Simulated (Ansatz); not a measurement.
Computed with DFT PBE, scalar-relativistic, plane waves, PAW in Ansatz 0.2.0. Settings: cutoff 420 eV, Γ-centred meshes spaced at most about 0.3 Å⁻¹, and about 0.25 Å⁻¹ or finer for metals (2π included), Gaussian smearing. No spin polarisation in the final relaxations.

These are static total energies at zero pressure.

Two forms of BiTe4 were relaxed alike.

A.

Space group I4/mmm (No. 139). a = 6.135 Å, b = 6.135 Å, c = 9.388 Å, α = 90.00°, β = 90.00°, γ = 90.00°
```csv
atom,site,symmetry,x,y,z
Bi,2a,4/mmm,0.0000,0.0000,0.0000
Te,4e,4mm,0.0000,0.0000,0.3427
Te,4c,mmm.,0.0000,0.5000,0.0000
```

B.

Space group P6/mmm (No. 191). a = 6.488 Å, b = 6.488 Å, c = 5.928 Å, α = 90.00°, β = 90.00°, γ = 120.00°
| atom | site | symmetry | x | y | z |
| --- | --- | --- | --- | --- | --- |
| Bi | 1b | 6/mmm | 0.0000 | 0.0000 | 0.5000 |
| Te | 3f | mmm | 0.5000 | 0.0000 | 0.0000 |
| Te | 1a | 6/mmm | 0.0000 | 0.0000 | 0.0000 |

**Question.** Which would you expect to be lower, and how large is the difference?

**Answer.** A is lower, by 0.37 eV/atom. A has space group I4/mmm (No. 139), 35.3 Å³/atom and no gap on its mesh; B has space group P6/mmm (No. 191), 43.2 Å³/atom and no gap. Counting Te atoms around Bi (those within 1.25 times the shortest such distance or 1.15 times the sum of covalent radii), A has Bi 6 and B has Bi 2. A holds Te–Te pairs (shortest 2.95 Å); in B the shortest Te–Te distance is 3.24 Å, near bonding range too. The denser one is the lower, and pressure would at first widen the difference. Even the lower one lies +0.20 eV/atom against the reference forms of the elements (uncorrected), so neither is stable at this level. Both come from invented guesses.

These runs have no spin–orbit coupling, which can matter for Bi and Te. In I4/mmm, P6/mmm an odd number of electrons in the primitive cell allows no gap without spin; a larger cell or a magnetic state could open one. A magnetic state wasn't ruled out in cells without spin, among them I4/mmm, P6/mmm. Cells relaxed within their symmetry can be saddle points.
